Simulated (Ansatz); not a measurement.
The relaxed structure here is a generated cell of Zr: the first start was made by placing the elements on the sites of a structure type, and the end was not matched to a known phase here, so it may be hypothetical. Known forms of Zr include space group No. 194.

A relaxed cell of Zr (P6/mmm (No. 191)), relaxed on a k-mesh at least as fine as the one used below. Method: r2SCAN (plane waves to 500 eV, PAW, scalar-relativistic; Ansatz, a quantum-chemistry and plane-wave program). Γ-centred k-mesh 12×12×6 on the run's cell (coarser than for final values), Fermi–Dirac smearing 0.05 eV.

```yaml
crystal:
  lattice:
    - [3.00668, 0.00000, 0.00000]
    - [-1.50334, 2.60386, 0.00000]
    - [0.00000, 0.00000, 6.06618]
  atoms:
    - { symbol: Zr, position: [0.00000, 0.00000, 0.00000] }
    - { symbol: Zr, position: [0.00000, 0.00000, 0.50000] }
```

The atoms are displaced along an unstable phonon of this cell by (Å):

| atom | ux | uy | uz |
|---|---|---|---|
| Zr1 | 0.000 | 0.150 | 0.000 |
| Zr2 | 0.000 | -0.150 | 0.000 |

**Question.** What forces (eV/Å) and pressure result?

**Answer.** 
```json
[
 {"atom": "Zr1", "Fx": "0.00", "Fy": "0.28", "Fz": "0.00"},
 {"atom": "Zr2", "Fx": "0.00", "Fy": "-0.28", "Fz": "0.00"}
]
```

Pressure -0.2 GPa.

The undisplaced cell is probably no minimum: from this displacement the run went on to P6₃/mmc (No. 194), 0.40 eV/atom below it.

No spin polarisation in the result.
